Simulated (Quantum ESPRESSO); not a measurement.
Kohn-Sham bands of SnSe2 (CdI2 type)

```
SnSe2
1.0
    3.84190     0.00000     0.00000
   -1.92095     3.32718     0.00000
    0.00000     0.00000     6.48588
Sn Se
1 2
Direct
  0.00000   0.00000   0.00000
  0.66667   0.33333   0.75710
  0.33333   0.66667   0.24290
```

Cell from Materials Project (mp-665), symmetrised, no further relaxation. COD (Crystallography Open Database) has the formula in 2 space groups, this one among them (matched by group alone). Level: PBEsol, no spin polarisation, no spin-orbit coupling; pw.x of Quantum ESPRESSO at 69 Ry with PseudoDojo potentials, 6×6×4 k-points, Wannier90. Density: 12×12×6 mesh, Gaussian smearing 0.01 Ry. The cell is built of weakly bound layers, chains or molecules, whose nearest atoms lie 4.01 Å apart. Database cells relaxed without dispersion often hold them too far apart, which can enlarge gaps and weakens couplings between them; spacing and stacking were not compared with the measured crystal. Spin-orbit coupling is left out although heavy elements are present.

The lattice is scaled uniformly by ε, fractional positions fixed (axis ratios and free coordinates are held, so this isn't the response to pressure); Kohn-Sham values from pw.x, the row at -2.5 % withheld:

```json
[
 {"ε (%)": "-5.0", "gap (eV)": "0.813", "direct gap at Γ (eV)": "1.963", "direct gap at K (eV)": "3.326"},
 {"ε (%)": "-2.5", "gap (eV)": "?", "direct gap at Γ (eV)": "?", "direct gap at K (eV)": "?"},
 {"ε (%)": "0.0", "gap (eV)": "0.648", "direct gap at Γ (eV)": "1.164", "direct gap at K (eV)": "2.685"},
 {"ε (%)": "2.5", "gap (eV)": "0.551", "direct gap at Γ (eV)": "0.881", "direct gap at K (eV)": "2.379"},
 {"ε (%)": "5.0", "gap (eV)": "0.457", "direct gap at Γ (eV)": "0.659", "direct gap at K (eV)": "2.089"}
]
```

Q: Fit y = y₀ + bε + cε² to the rows at -5.0, 0 and 5.0 %, check it on the fourth row, and predict the withheld one.

A: 
- gap (eV): b = (0.457 − 0.813)/10 = -0.0356, c = (0.457 + 0.813 − 2×0.648)/50 = -0.00052. Check at 2.5 %: 0.556 for 0.551. Prediction 0.734; the run gives 0.734.
- direct gap at Γ (eV): b = (0.659 − 1.963)/10 = -0.1304, c = (0.659 + 1.963 − 2×1.164)/50 = 0.00588. Check at 2.5 %: 0.875 for 0.881. Prediction 1.527; the run gives 1.520.
- direct gap at K (eV): b = (2.089 − 3.326)/10 = -0.1237, c = (2.089 + 3.326 − 2×2.685)/50 = 0.00090. Check at 2.5 %: 2.381 for 2.379. Prediction 3.000; the run gives 3.003.
